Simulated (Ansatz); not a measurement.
Ti:
```cif
data_Ti
_chemical_formula_sum 'Ti1'
_space_group_name_H-M_alt 'P 1'
_space_group_IT_number 1
_cell_length_a 2.81600
_cell_length_b 2.81600
_cell_length_c 2.81600
_cell_angle_alpha 109.471
_cell_angle_beta 109.471
_cell_angle_gamma 109.471
loop_
_space_group_symop_operation_xyz
  'x, y, z'
loop_
_atom_site_label
_atom_site_type_symbol
_atom_site_fract_x
_atom_site_fract_y
_atom_site_fract_z
_atom_site_occupancy
Ti1 Ti 0.00000 0.00000 0.00000 1
```

Relaxed with r²SCAN.

Which orbitals make up the states near the Fermi level in plane-wave PAW r²SCAN (Ansatz code)?

Within 0.5 eV of the Fermi level: Ti 3d 88 %, outside the projected shells 7 %. Projections are on Löwdin-orthogonalised atomic valence shells; empty p or d shells of many metals are not among them.

Tabulate the density of states.

States/eV per cell of 1 atom, in 0.25 eV bins, energy from the Fermi level.

| E (eV) | total | Ti 3d | Ti 4s | Ti 3s |
|---|---|---|---|---|
| -6.50 | 0.00 | 0.00 | 0.00 | 0.00 |
| -6.25 | 0.03 | 0.00 | 0.02 | 0.00 |
| -6.00 | 0.05 | 0.00 | 0.04 | 0.01 |
| -5.75 | 0.07 | 0.00 | 0.06 | 0.01 |
| -5.50 | 0.09 | 0.00 | 0.07 | 0.01 |
| -5.25 | 0.10 | 0.00 | 0.08 | 0.01 |
| -5.00 | 0.12 | 0.00 | 0.10 | 0.01 |
| -4.75 | 0.13 | 0.00 | 0.11 | 0.01 |
| -4.50 | 0.15 | 0.01 | 0.13 | 0.01 |
| -4.25 | 0.17 | 0.01 | 0.14 | 0.01 |
| -4.00 | 0.19 | 0.02 | 0.16 | 0.01 |
| -3.75 | 0.22 | 0.03 | 0.17 | 0.01 |
| -3.50 | 0.25 | 0.05 | 0.19 | 0.01 |
| -3.25 | 0.30 | 0.07 | 0.21 | 0.01 |
| -3.00 | 0.36 | 0.11 | 0.23 | 0.00 |
| -2.75 | 0.50 | 0.22 | 0.26 | 0.00 |
| -2.50 | 0.78 | 0.46 | 0.30 | 0.01 |
| -2.25 | 0.89 | 0.60 | 0.26 | 0.00 |
| -2.00 | 1.19 | 0.92 | 0.23 | 0.00 |
| -1.75 | 1.39 | 1.17 | 0.18 | 0.00 |
| -1.50 | 0.90 | 0.78 | 0.09 | 0.00 |
| -1.25 | 0.73 | 0.65 | 0.04 | 0.00 |
| -1.00 | 0.62 | 0.57 | 0.02 | 0.00 |
| -0.75 | 1.21 | 1.12 | 0.01 | 0.00 |
| -0.50 | 2.07 | 1.91 | 0.03 | 0.00 |
| -0.25 | 2.41 | 2.19 | 0.06 | 0.00 |
| 0.00 | 2.09 | 1.83 | 0.10 | 0.00 |
| 0.25 | 2.32 | 1.93 | 0.17 | 0.01 |
| 0.50 | 1.57 | 1.35 | 0.07 | 0.00 |
| 0.75 | 1.20 | 1.07 | 0.03 | 0.00 |
| 1.00 | 0.89 | 0.86 | 0.01 | 0.00 |
| 1.25 | 0.33 | 0.32 | 0.00 | 0.00 |
| 1.50 | 0.40 | 0.39 | 0.00 | 0.00 |
| 1.75 | 0.55 | 0.54 | 0.00 | 0.00 |
| 2.00 | 0.98 | 0.96 | 0.01 | 0.00 |
| 2.25 | 1.38 | 1.35 | 0.01 | 0.00 |
| 2.50 | 1.81 | 1.77 | 0.01 | 0.00 |
| 2.75 | 2.24 | 2.21 | 0.01 | 0.00 |
| 3.00 | 2.54 | 2.51 | 0.01 | 0.00 |
| 3.25 | 3.93 | 3.88 | 0.03 | 0.00 |
| 3.50 | 2.41 | 2.27 | 0.10 | 0.00 |
| 3.75 | 1.42 | 1.27 | 0.10 | 0.00 |
| 4.00 | 1.20 | 1.06 | 0.10 | 0.00 |
| 4.25 | 0.85 | 0.71 | 0.10 | 0.01 |
| 4.50 | 0.59 | 0.43 | 0.10 | 0.01 |
| 4.75 | 0.51 | 0.32 | 0.11 | 0.01 |

Space group Im-3m (bcc (W type)). This is a known high-temperature phase of the composition, computed here at zero pressure and temperature. The cell was relaxed with r²SCAN under the symmetry of its start. At this level the phase is mechanically unstable. No spin polarisation was allowed.

Potentials: the later of the program's two PAW sets.
